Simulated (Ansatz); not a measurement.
Here is the system:

CdF2:
Space group Fm-3m (No. 225); a = b = c = 5.3840 Å, α = β = γ = 90.00°

```tsv
atom	site	symmetry	x	y	z
Cd	4a	m-3m	0.0000	0.0000	0.0000
F	8c	-43m	0.2500	0.2500	0.2500
```
(The calculation used a cell of 3 atoms; values per cell refer to that cell.)

This is the PBEsol-relaxed structure.

Q: All from PBEsol (plane waves, PAW; program Ansatz), unless another level is named. Give the Born charges (a third of the trace).

A: Cd +2.47, F -1.23 e.

Q: Next, the electronic dielectric constant ε∞ (DFPT)?

A: 2.91.

Symmetry was held in the PBEsol relaxation. Scalar-relativistic: spin–orbit coupling is off unless named, which matters more the heavier the elements.

Potentials: the earlier of the program's two PAW sets. The files were generated under PBE; for other functionals the program regenerates the frozen cores, and for LDA and PBEsol the local potential too.
